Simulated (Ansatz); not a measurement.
Task: Each is relaxed and computed with DFT-r²SCAN in the program Ansatz with PAW potentials. Which is the only one with a gap?
A. BaCd2Ge2, I4/mmm (Ge on 4e, Cd on 4d, Ba on 2a)
B. TaSi2, P6_422 (Ta on 3c, Si on 6i)
C. NbSi2, P6_422 (Nb on 3c, Si on 6i)
D. CdTe, P6_422 (Cd on 3c, Te on 3d)

Result: D, CdTe, P6_422 (Cd on 3c, Te on 3d). CdTe: gap 0.60 eV (indirect); NbSi2: metal; BaCd2Ge2: metal; TaSi2: metal. Not the usual ambient phase: CdTe, P6_422 (Cd on 3c, Te on 3d). Standing as an ambient phase not checked: NbSi2, P6_422 (Nb on 3c, Si on 6i); BaCd2Ge2, I4/mmm (Ge on 4e, Cd on 4d, Ba on 2a); TaSi2, P6_422 (Ta on 3c, Si on 6i). All cells were relaxed under the symmetry of their starts (and spin orders); stability against distortions was not tested throughout. Rows with no word on spin ran without spin polarisation. Spin–orbit coupling is left out wherever it is not named.

Potentials: the later of the program's two PAW sets.
